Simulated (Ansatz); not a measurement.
# Ansatz 0.2.0, settings compared: CeCuSe3

input.yaml:

```yaml
crystal:
  lattice:
    - [0.0, 4.648772, 0.0]
    - [4.648772, 0.0, 0.0]
    - [2.324386, 2.324386, -5.710001]
  atoms:
    - { symbol: Ce, position: [0.1365, 0.1365, 0.727] }
    - { symbol: Cu, position: [0.5221, 0.5221, 0.9558] }
    - { symbol: Se, position: [0.8858, 0.3858, 0.2284] }
    - { symbol: Se, position: [0.3858, 0.8858, 0.2284] }
    - { symbol: Se, position: [0.7504, 0.7504, 0.4992] }
  symmetry: { tolerance: 0.0003 }
kpoints:
  mp_grid: { grid: [4, 4, 4], shift: [0, 0, 0] }
magnetization:
  spin_polarized: false
scf:
  occupations: { method: cold, width: 0.0893 }
hamiltonian:
  pseudopotentials: { kind: paw }
  xc: pbe
basis:
  ecutwfc: 420
output:
  forces: true
  stress: true
  eigenvalues: true
```

Run with:

```bash
ansatz run input.yaml --threads 1 --pin off --max-ram 2560MiB --backend cpu --events-out ev --progress --plain --runs-dir out
```

Origin of the cell: a known structure type with other elements, at an estimated volume, so it need not be a known compound.

Output of this run (shortened):

```
SCF iter   1: F=—  HF=-29612.769834 eV  Δρ=9.43e-2  dr2=3.01e1
SCF iter   2: F=—  HF=-29609.649726 eV  S|Δr|=    0.00e0  Δρ=5.53e-2  dr2=1.10e1  defer=7
SCF iter   3: F=—  HF=-29609.037059 eV  S|Δr|=    0.00e0  Δρ=8.48e-2  dr2=1.21e1  defer=7
SCF iter   4: F=—  HF=-29608.712952 eV  S|Δr|=    0.00e0  Δρ=2.94e-2  dr2=1.51e0  defer=8
SCF iter   5: F=—  HF=-29608.569883 eV  S|Δr|=    0.00e0  Δρ=1.49e-2  dr2=3.44e-1  defer=11
[… 5 lines left out …]
SCF iter  11: F=—  HF=-29608.542608 eV  S|Δr|=    0.00e0  Δρ=1.82e-4  dr2=6.78e-5  defer=12
SCF iter  12: F=—  HF=-29608.542607 eV  S|Δr|=    0.00e0  Δρ=5.62e-5  dr2=6.36e-6  defer=12
SCF iter  13: F=—  HF=-29608.542607 eV  S|Δr|=    0.00e0  Δρ=4.96e-5  dr2=1.62e-6  defer=12
SCF iter  14: F=—  HF=-29608.542607 eV  S|Δr|=    0.00e0  Δρ=1.45e-5  dr2=1.67e-7  defer=12
SCF iter  15: F=-29608.542607 eV  HF=-29608.542607 eV  S|Δr|=    0.00e0  Δρ=4.28e-6  dr2=2.08e-8
SCF 1 converged in 15 iterations: F = -29608.542607 eV  dr2 = 2.08e-8
SCF converged after 15 iterations
Stability not checked: this state was not tested for a lower state beside it, because cold or Methfessel-Paxton smearing, or corrected tetrahedra, fill the levels in a way that the test cannot read (fill_not_monotonic; […]
Free energy (F): -29608.542607 eV
Harris-Foulkes:  -29608.542607 eV  (|F-HF|=9.54e-9)
Internal energy: -29608.529962 eV  (E = F + TS)
E sigma→0 (E₀):  -29608.538392 eV
Entropy (-TS):   -0.012645 eV (-2.529 meV/atom)
Fermi energy:    10.376538 eV
--- Per-component energies (eV) ---
  E_band       = -1591.987594
  E_kinetic    = 1007.993695
  E_local      = -13374.231846  (includes V_loc(G=0)·N_el)
  E_nonlocal   = -1415.582151
  E_hartree    = 6307.970156
  E_xc         = -616.218482
  E_vxc        = -645.712872  (∫ρ·V_xc dr)
  E_paw        = -12888.800189  (= ΣΔE_a)
  E_vpaw       = 219.600742  (= ΣTr[D̂ρ^β])
  E_aug_tail   = -0.001407  (compensation charges beyond the density's cutoff)
  E_ewald      = -8629.659737
  E_smearing   = -0.012645  (= −TS)
  Σ components = -29608.542607   (vs F -29608.542607, Δ=0.00e0)
--- Forces (eV/Å), atoms counted from 1 ---
  atom   1  Ce     0.000000     0.000000     0.051476
  atom   2  Cu    -0.000000     0.000000    -0.081397
  atom   3  Se    -0.000000     0.000000     1.894134
  atom   4  Se     0.000000     0.000000     1.894134
  atom   5  Se    -0.000000     0.000000    -3.758261
  max |Σ_I F_I| component: 8.66e-5 eV/Å
--- Stress (GPa, compression-positive) ---
       -1.669989       0.000000       0.000000
        0.000000      -1.669989       0.000000
        0.000000       0.000000     -11.196374
  P = ⅓ Tr σ = -4.8455 GPa (-48.455 kbar)
```

The same input was run again with these changes:

1. `hamiltonian.pseudopotentials` { kind: paw } → { kind: nc, accuracy: standard }; `kpoints.mp_grid.shift` [0, 0, 0] → [0.5, 0.5, 0.5]
2. `hamiltonian.hubbard` default → { sites: [{ species: Ce, l: f, u_eff: 5.0 }], double_counting: fll }; `hamiltonian.xc` pbe → lda; `accuracy` default → high
3. `crystal.symmetry` { tolerance: 0.0003 } → { detect: false }; `basis.ecutrho_ratio` default → 12
4. `crystal.lattice` scaled; `scf.max_iter` default → 75

| run | end | SCF iterations | P (GPa) | max force component (eV/Å) | moment (μB) | ΔE(σ→0) (meV/atom) |
| --- | --- | --- | --- | --- | --- | --- |
| base | converged | 15 | -4.85 | 3.758 | – | 0 |
| 1 | input refused | 0 | – | – | – | – |
| 2 | converged | 31 | -9.49 | 3.602 | – | – |
| 3 | converged | 19 | -4.85 | 3.758 | – | 0.01 |
| 4 | converged | 10 | 503.89 | 12.459 | – | – |

Energies are compared only where functional, datasets, charge and starting cell are the same.

Not properties of the system: run 4 (a lattice far too small).

Caveats of the base run: f shells without a U or exact exchange are poorly placed; no spin polarisation, so a magnetic state may lie lower; no spin-orbit coupling, though heavy elements are present; the k mesh is coarse if the cell is a metal.

The base run took 5.1 s of wall time on 1 CPU thread(s) of a shared host, from the program's own first density.
